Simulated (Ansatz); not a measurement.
**Sn₃O₄ (Pmmm) under several functionals**

Plane-wave DFT in Ansatz with scalar-relativistic PAW potentials. The same structure was relaxed (cell and atoms, symmetry kept) in separate runs at each level. Whether it is the stable form of this composition wasn't checked. No spin polarisation.

| level | cutoff (eV) | k mesh | V (Å³/atom) | a (Å) | b (Å) | c (Å) |
| --- | --- | --- | --- | --- | --- | --- |
| LDA | 420 | 6×6×6 | 17.160 | 2.989 | 5.721 | 7.024 |
| PBE+D3(BJ) | 420 | 6×6×6 | 17.951 | 3.035 | 5.808 | 7.128 |
| PBE | 420 | 6×6×6 | 18.325 | 3.049 | 5.845 | 7.196 |

Task: Where does PBEsol (420 eV, k mesh 6×6×6) fall?

Result: V (Å³/atom) 17.639, a (Å) 3.013, b (Å) 5.774, c (Å) 7.097. Its volume is between those of LDA and PBE+D3(BJ). The usual order of volumes, LDA < PBEsol < PBE, holds here (17.160, 17.639, 18.325 Å³/atom). As a rule LDA overbinds; PBEsol, built on the gradient expansion of slowly varying densities, lies between LDA and PBE; PBE's stronger gradient term for exchange weakens bonds. Adding D3 to PBE changes the volume by -2.0 %; the term is attractive, so it pulls cells in. In metals the pairwise form ignores screening by the conduction electrons and often pulls in too far. No level opens a gap on the mesh; semilocal functionals can close the gap of such a compound.

Cost: 4 runs of about 81 core-minutes in all, on Arm Neoverse V1, Arm Neoverse V2 (shared hosts).